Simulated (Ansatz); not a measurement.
BAs:
```cif
data_As4B4
_chemical_formula_sum 'B4 As4'
_space_group_name_H-M_alt 'Fm-3m'
_space_group_IT_number 225
_space_group_name_Hall '-F 4 2 3'
_cell_length_a 4.57072
_cell_length_b 4.57072
_cell_length_c 4.57072
_cell_angle_alpha 90.000
_cell_angle_beta 90.000
_cell_angle_gamma 90.000
loop_
_atom_site_label
_atom_site_type_symbol
_atom_site_symmetry_multiplicity
_atom_site_Wyckoff_symbol
_atom_site_fract_x
_atom_site_fract_y
_atom_site_fract_z
_atom_site_occupancy
B1 B 4 a 0.00000 0.00000 0.00000 1
As1 As 4 b 0.50000 0.50000 0.50000 1
```
(The calculation used a cell of 2 atoms; values per cell refer to that cell.)

Relaxed with PBEsol.

**Question.** Decompose the optical modes at the zone centre into irreducible representations, and say which are infrared and Raman allowed.

**Answer.** Point group m-3m: Γ_opt = T1u. Infrared: T1u. Raman: none.

**Question.** Assign frequencies (DFPT, PBEsol in the plane-wave PAW code Ansatz).

**Answer.** T1u 94i cm⁻¹.

The start of the workflow was typed in or built on a structure type; neither database checked (COD, Materials Project) lists it. It is not the phase usual at ambient conditions (space group No. 216). The cell was relaxed with PBEsol under the symmetry of its start. At this level the phase is dynamically unstable (imaginary phonons). Its formation energy is positive at this level, so the cell may be metastable or incomplete. As this level gives no gap, phonon frequencies hold no LO–TO term and depend on the k-mesh and smearing (Fermi–Dirac, 0.1 eV here).

Potentials: the later of the program's two PAW sets.
